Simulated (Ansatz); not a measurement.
**CaBC: an elastic constant from a strain scan**

Theory: DFT PBE, scalar-relativistic, plane waves, PAW in Ansatz 0.2.0. Cutoff 420 eV, Γ-centred 18×18×6 k-points, Gaussian smearing of 0.15 eV. No spin polarisation. Energies are free energies at this smearing, counted from the undisturbed cell; pressure is positive in compression.

The undisturbed cell (relaxed at this level; it needn't be the usual structure):

```
Ca B C
1.0
     2.96198    0.00000    0.00000
    -1.48099    2.56515    0.00000
     0.00000    0.00000    8.19338
Ca B C
2 2 2
Direct
  0.00000 0.00000 0.00000
  0.00000 0.00000 0.50000
  0.66667 0.33333 0.25000
  0.33333 0.66667 0.75000
  0.66667 0.33333 0.75000
  0.33333 0.66667 0.25000
```

The cell is strained by ε times the Voigt pattern (1, 0, 0, 0, 0, 0) (xx, yy, zz, yz, xz, xy; engineering shear) with fractional coordinates fixed. The cell holds 6 atoms in V0 = 62.25 Å³. The stress column is τ = (1/V0) dE/dε, got from the stress tensor σ (compression positive) at each point as −det(1 + εP) σ : P(1 + εP)⁻¹, with P the pattern as a tensor.

```csv
ε,ΔE (meV/atom),τ (GPa)
-0.0400,?,?
-0.0200,5.623,-8.890
0.0000,0.000,0.021
0.0100,1.337,4.073
0.0300,11.478,11.430
```

Which combination of elastic constants does this scan measure, and how large is it?

For small ε, τ = τ0 + Kε with K = pᵀCp, which for this pattern is C11 in the Cartesian frame shown. The parabola through τ at ε = -0.0200, 0 and 0.0100 has slope K = 419 GPa at zero. The energies per cell, E = NΔE, of the same two points give K = 2[E(ε₊)/ε₊ − E(ε₋)/ε₋]/[(ε₊ − ε₋)V0] = 427 GPa, in agreement. These are clamped-ion values.

Predict the withheld row at ε = -0.0400 from the harmonic law, and compare.

ΔE = V0(τ0 ε + Kε²/2)/N = 21.633 meV/atom and τ = -16.72 GPa. The calculation gives 23.529 meV/atom and -18.97 GPa: the energy lies 9 % above the harmonic value, as bonds stiffen under compression.

Forces appear on the atoms along this scan, and letting them relax would lower the energy and soften the response. In a metal these slopes depend on the k mesh and the smearing.

Cost: 5 runs of about 3.8 core-minutes in all, on Arm Neoverse N1 (shared hosts).